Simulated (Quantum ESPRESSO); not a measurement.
## BSi6N (input and log of a self-consistent run)

Computed values, not a measurement. The program is pw.x of Quantum ESPRESSO 7.5 (plane-wave density functional theory). The cell is made up: 8 atoms on a zincblende/diamond lattice, with randomly drawn elements, strain and displacements, not relaxed. PseudoDojo standard norm-conserving files (v0.5 for PBE, v0.4.1 for LDA and PBEsol) set the functional; there is no spin polarisation, spin-orbit coupling or dispersion term, and the masses in the input are unused placeholders.

Input:

```
&control calculation='scf', pseudo_dir='./dojo.nc.sr.pbe.v0_5.standard.upf', outdir='./o', disk_io='low', tprnfor=.true., tstress=.true. /
&system ibrav=0, nat=8, ntyp=3, nbnd=26, ecutwfc=84.00895049, nosym=.true., tot_charge=0,
 occupations='smearing', smearing='fd', degauss=0.0073498644
/
&electrons conv_thr=7.350e-09, electron_maxstep=60, /
ATOMIC_SPECIES
B 1.0 B.upf
N 1.0 N.upf
Si 1.0 Si.upf
CELL_PARAMETERS angstrom
5.2881 0.0128 0.0334
0.0128 5.3472 0.0414
0.0334 0.0414 5.3115
ATOMIC_POSITIONS angstrom
B -0.0655 0.0246 -0.0267
Si -0.0327 2.6612 2.6251
Si 2.6848 0.0014 2.6956
Si 2.6481 2.6861 0.0411
N 1.3132 1.334 1.3512
Si 1.3468 4.0078 4.016
Si 3.9925 1.4368 3.9846
Si 4.036 4.0624 1.4078
K_POINTS automatic
6 6 6 1 1 1
```

The log is shortened where brackets say so; the opening notice, blank lines, dates and the lines on written files are dropped, and the path of the files is cut. It prints rydbergs, bohrs and kilobars, and counts compression as positive stress.

```
     Program PWSCF v.7.5
     Parallel version (MPI & OpenMP), running on       4 processor cores
     Number of MPI processes:                 4
     Threads/MPI process:                     1
     [start-up lines left out]
     bravais-lattice index     =            0
     lattice parameter (alat)  =       9.9933  a.u.
     unit-cell volume          =    1013.4306 (a.u.)^3
     number of atoms/cell      =            8
     number of atomic types    =            3
     number of electrons       =        32.00
     number of Kohn-Sham states=           26
     kinetic-energy cutoff     =      84.0090  Ry
     charge density cutoff     =     336.0358  Ry
     scf convergence threshold =      7.3E-09
     mixing beta               =       0.7000
     number of iterations used =            8  plain     mixing
     Exchange-correlation= PBE
                           (   1   4   3   4   0   0   0)
     [axes and pseudopotential details left out]
   Cartesian axes
     site n.     atom                  positions (alat units)
         1        B      tau(   1) = (  -0.0123860   0.0046518  -0.0050490  )
         2        Si     tau(   2) = (  -0.0061836   0.5032316   0.4964051  )
         3        Si     tau(   3) = (   0.5076944   0.0002647   0.5097366  )
         4        Si     tau(   4) = (   0.5007544   0.5079402   0.0077720  )
         5        N      tau(   5) = (   0.2483255   0.2522587   0.2555113  )
         6        Si     tau(   6) = (   0.2546792   0.7578730   0.7594236  )
         7        Si     tau(   7) = (   0.7549798   0.2716982   0.7534859  )
         8        Si     tau(   8) = (   0.7632056   0.7681979   0.2662143  )
     number of k points=   108  Fermi-Dirac smearing, width (Ry)=  0.0073
     Number of k-points >= 100: set verbosity='high' to print them.
     Dense  grid:   105465 G-vectors     FFT dimensions: (  60,  60,  60)
     Estimated max dynamical RAM per process >     261.93 MB
     Estimated total dynamical RAM >     970.46 MB
     Initial potential from superposition of free atoms
     starting charge      31.9961, renormalised to      32.0000
     Starting wfcs are   32 randomized atomic wfcs
     total cpu time spent up to now is        4.2 secs
     per-process dynamical memory:   220.8 Mb
     Self-consistent Calculation
     iteration #  1     ecut=    84.01 Ry     beta= 0.70
     Davidson diagonalization with overlap
     ethr =  1.00E-02,  avg # of iterations =  3.9
     total cpu time spent up to now is       14.1 secs
     total energy              =     -76.90002699 Ry
     estimated scf accuracy    <       0.45327829 Ry
     iteration #  2     ecut=    84.01 Ry     beta= 0.70
     Davidson diagonalization with overlap
     ethr =  1.42E-03,  avg # of iterations =  4.1
     total cpu time spent up to now is       22.8 secs
     total energy              =     -76.73710076 Ry
     estimated scf accuracy    <       1.91817178 Ry
     iteration #  3     ecut=    84.01 Ry     beta= 0.70
     Davidson diagonalization with overlap
     ethr =  1.42E-03,  avg # of iterations =  2.4
     total cpu time spent up to now is       30.4 secs
     total energy              =     -77.04837068 Ry
     estimated scf accuracy    <       0.09475934 Ry
     iteration #  4     ecut=    84.01 Ry     beta= 0.70
     Davidson diagonalization with overlap
     ethr =  2.96E-04,  avg # of iterations =  2.9
     total cpu time spent up to now is       38.1 secs
     total energy              =     -77.06305701 Ry
     estimated scf accuracy    <       0.02984678 Ry
     iteration #  5     ecut=    84.01 Ry     beta= 0.70
     Davidson diagonalization with overlap
     ethr =  9.33E-05,  avg # of iterations =  5.4
     total cpu time spent up to now is       46.7 secs
     total energy              =     -77.06887527 Ry
     estimated scf accuracy    <       0.00250983 Ry
     iteration #  6     ecut=    84.01 Ry     beta= 0.70
     Davidson diagonalization with overlap
     c_bands:  1 eigenvalues not converged
     ethr =  7.84E-06,  avg # of iterations =  8.7
     total cpu time spent up to now is       57.3 secs
     total energy              =     -77.06928635 Ry
     estimated scf accuracy    <       0.00012658 Ry
     iteration #  7     ecut=    84.01 Ry     beta= 0.70
     Davidson diagonalization with overlap
     ethr =  3.96E-07,  avg # of iterations =  3.4
     total cpu time spent up to now is       65.7 secs
     total energy              =     -77.06931779 Ry
     estimated scf accuracy    <       0.00000823 Ry
     iteration #  8     ecut=    84.01 Ry     beta= 0.70
     Davidson diagonalization with overlap
     ethr =  2.57E-08,  avg # of iterations =  2.9
     total cpu time spent up to now is       73.7 secs
     total energy              =     -77.06932025 Ry
     estimated scf accuracy    <       0.00000231 Ry
     iteration #  9     ecut=    84.01 Ry     beta= 0.70
     Davidson diagonalization with overlap
     ethr =  7.20E-09,  avg # of iterations =  1.9
     total cpu time spent up to now is       80.7 secs
     total energy              =     -77.06932054 Ry
     estimated scf accuracy    <       0.00000026 Ry
     iteration # 10     ecut=    84.01 Ry     beta= 0.70
     Davidson diagonalization with overlap
     ethr =  8.03E-10,  avg # of iterations =  2.2
     total cpu time spent up to now is       88.2 secs
     total energy              =     -77.06932060 Ry
     estimated scf accuracy    <       0.00000002 Ry
     iteration # 11     ecut=    84.01 Ry     beta= 0.70
     Davidson diagonalization with overlap
     ethr =  6.23E-11,  avg # of iterations =  3.8
     total cpu time spent up to now is       96.5 secs
     End of self-consistent calculation
     Number of k-points >= 100: set verbosity='high' to print the bands.
     the Fermi energy is     5.0401 ev
!    total energy              =     -77.06932061 Ry
     estimated scf accuracy    <          4.1E-09 Ry
     smearing contrib. (-TS)   =      -0.00297686 Ry
     internal energy E=F+TS    =     -77.06634375 Ry
     The total energy is F=E-TS. E is the sum of the following terms:
     one-electron contribution =       8.49028166 Ry
     hartree contribution      =       9.89723587 Ry
     xc contribution           =     -26.31209027 Ry
     ewald contribution        =     -69.14177099 Ry
     convergence has been achieved in  11 iterations
     Forces acting on atoms (cartesian axes, Ry/au):
     atom    1 type  1   force =     0.00112426   -0.01721568   -0.01075890
     atom    2 type  3   force =     0.11803101   -0.03145898   -0.04049919
     atom    3 type  3   force =    -0.05439911    0.06204786   -0.03937478
     atom    4 type  3   force =    -0.04280961   -0.03781668    0.07169413
     atom    5 type  2   force =     0.00762605    0.01433660    0.00175131
     atom    6 type  3   force =    -0.07454521    0.04917239    0.03836638
     atom    7 type  3   force =     0.02526778   -0.09267990    0.07396727
     atom    8 type  3   force =     0.01970483    0.05361439   -0.09514623
     Total force =     0.265453     Total SCF correction =     0.000052
     Computing stress (Cartesian axis) and pressure
          total   stress  (Ry/bohr**3)                   (kbar)     P=      -76.53
  -0.00049851   0.00006920   0.00001623          -73.33       10.18        2.39
   0.00006920  -0.00056046  -0.00004039           10.18      -82.45       -5.94
   0.00001623  -0.00004039  -0.00050182            2.39       -5.94      -73.82
     init_run     :      3.95s CPU      4.13s WALL (       1 calls)
     electrons    :     91.45s CPU     92.25s WALL (       1 calls)
     forces       :      1.59s CPU      1.61s WALL (       1 calls)
     stress       :      5.69s CPU      5.69s WALL (       1 calls)
     [timing details left out]
     PWSCF        :   1m42.89s CPU   1m43.94s WALL
     JOB DONE.
```

In other units: free energy -1048.582 eV for the cell, pressure -7.65 GPa, largest force component 3.035 eV/Å. A rerun of this cell at 1437 eV and a 8 x 8 x 8 mesh moved values by no more than 0.007 eV in energy, 0.02 GPa in stress and 0.007 eV/Å in force.